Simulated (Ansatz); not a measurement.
ScTi3N (anti-perovskite, Pm-3m), r²SCAN (plane waves, PAW; program Ansatz), all energies at zero smearing, with the estimated change up to a 700 eV cutoff added, with one set of potentials and settings (totals compare only within such a set). Cell of 5 atoms (1 Sc, 3 Ti, 1 N): -10042.114 eV.

```json
[
 {"element": "Sc", "reference phase": "P6_3/mmc, 2 atoms in the cell", "E (eV/atom)": "-2140.5631"},
 {"element": "Ti", "reference phase": "P6/mmm, 3 atoms in the cell", "E (eV/atom)": "-2504.3941"},
 {"element": "N", "reference phase": "Pa-3, 8 atoms in the cell", "E (eV/atom)": "-384.8341"}
]
```

Formation energy per atom, worked out: (-10042.114 − 1×(-2140.5631) − 3×(-2504.3941) − 1×(-384.8341))/5 = -0.707 eV/atom (-68 kJ per mol of atoms), at 0 K, without zero-point energy or fitted corrections.

The start of the workflow was typed in or built on a structure type; neither database checked (COD, Materials Project) lists it. Its standing as an ambient phase is unchecked. Symmetry was held in the r²SCAN relaxation; its stability against distortions is not shown here. The workflow began spin-polarised and lost its moments. The references are the lowest solids computed at this level, not always the standard phases (solids in place of the gases).

Potentials: the earlier of the program's two PAW sets. The files were generated under PBE; for other functionals the program regenerates the frozen cores, and for LDA and PBEsol the local potential too.
